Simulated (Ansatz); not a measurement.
# Two states of K2NiO2

```
CELL_PARAMETERS angstrom
0.00000 0.00000 12.87161
-3.96303 3.96303 0.00000
1.98151 1.98151 -6.43581
ATOMIC_POSITIONS crystal
K 0.15740 0.50000 0.00000
K 0.65740 0.00000 0.00000
K 0.34260 0.00000 0.00000
K 0.84260 0.50000 0.00000
Ni 0.00000 0.00000 0.00000
Ni 0.50000 0.50000 0.00000
O 0.36860 0.50000 0.00000
O 0.86860 0.00000 0.00000
O 0.13140 0.00000 0.00000
O 0.63140 0.50000 0.00000
```

Method: r2SCAN, with U_eff = 1.36 eV on Ni d (all-electron-ortho-atomic projectors); PAW, plane waves to 500 eV, 4×3×8 Γ-centred mesh, fermi-dirac occupations (width 0.0283 eV) (Ansatz 0.2.0), atoms fixed.

State A: Ni5 up, Ni6 up (collinear spin). State B: Ni5 up, Ni6 down (collinear spin).

Compare the two self-consistent states.

State B is lower by 1.3 meV an atom at zero smearing.

```
state  free energy (meV/atom)  largest moment in a small sphere (μB)  net moment (μB/cell)  gap on mesh (eV)  pressure (GPa)  largest force (eV/Å)
    A                     1.3                                   1.32                  4.00              2.05            -0.7                  0.11
    B                     0.0                                   1.33                  0.00              2.33            -0.7                  0.11
```

Origin: a database entry at a rescaled volume. Caveats: gaps of Fe, Co and Ni magnets come out low on these datasets; an odd or shifted mesh can miss the band edges, so this level's true gap may be smaller.
